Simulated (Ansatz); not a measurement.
A crystal relaxed with r2SCAN in the plane-wave code Ansatz has space group R-3m:H (No. 166) and a = 4.837 Å, c = 23.760 Å.

| atom | site | x | y | z |
| --- | --- | --- | --- | --- |
| Br | 3a | 0.0000 | 0.0000 | 0.0000 |
| Xx | 3b | 0.6667 | 0.3333 | 0.8333 |
| K | 6c | 0.3333 | 0.6667 | 0.9226 |

The r2SCAN gap is direct at Γ: 4.44 eV. With HSE06 the gap is 4.85 eV and direct, at Γ. With PBE the gap is 3.84 eV and direct, at Γ. Meshes: r2SCAN 6×6×6, HSE06 4×4×4, PBE 6×6×6.

Problem. Which element is Xx?
A. I
B. Cl
C. H
D. F

Solution. A. Xx is I: K2IBr as one 4-atom ordering (R-3m) on the rocksalt lattice. Around Br lie 6 K at 3.34 Å; around I lie 6 K at 3.51 Å; around K lie 3 Br at 3.34 Å and 3 I at 3.51 Å.

Spin-unpolarised throughout. Whether this structure exists isn't addressed.

No spin-orbit coupling is included; it can move band edges with weight on the heavy atoms by tenths of an eV.
